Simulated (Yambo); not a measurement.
Yambo run on NaF (rock salt, space group Fm-3m, No. 225). The wavefunctions are PBEsol (Quantum ESPRESSO, PseudoDojo norm-conserving, 88 Ry, without SOC) ones on a 6×6×6 mesh (8 occupied bands); a = 3.272 Å, b = 3.272 Å, c = 3.272 Å, α = 60.00°, β = 60.00°, γ = 60.00°.

Yambo input:

```
rim_cut
gw0
dyson
el_el_corr
HF_and_locXC
ppa
em1d
RandQpts= 1000000
RandGvec= 1 Ry
EXXRLvcs= 88 Ry
VXCRLvcs= 352 Ry
Chimod= "HARTREE"
% BndsRnXp
 2 | 93 |
%
NGsBlkXp= 14 Ry
% LongDrXp
 1.0 | 1.0 | 1.0 |
%
PPAPntXp= 10 eV
% GbndRnge
 1 | 93 |
%
GTermKind= "BG"
DysSolver= "n"
ExtendOut
% QPkrange
 1 | 1 | 8 | 9 |
%
```

k points by index: 1 = Γ.

The o-*.qp file then holds:

```
#    K-point    Band    Eo [eV]    E [eV]    E-Eo [eV]    Vxc [eV]    Vnlxc [eV]    Sc|Eo [eV]    Sc|E [eV]    dSc/dw|Eo [eV]    Re(Z)    Im(Z)
#
    1    8    0.000000    -2.840076    -2.840076    -22.22852    -30.18447    4.382507    5.115874    -7.026121    0.794781    -0.001323
    1    9    6.223052    7.769865    1.546813    -9.663128    -5.377663    -2.540640    -2.738652    -3.483219    0.886519    -0.769111E-3
```
(The two width columns are left out.) Convergence of these settings isn't established.

Geometry relaxed with PBEsol.
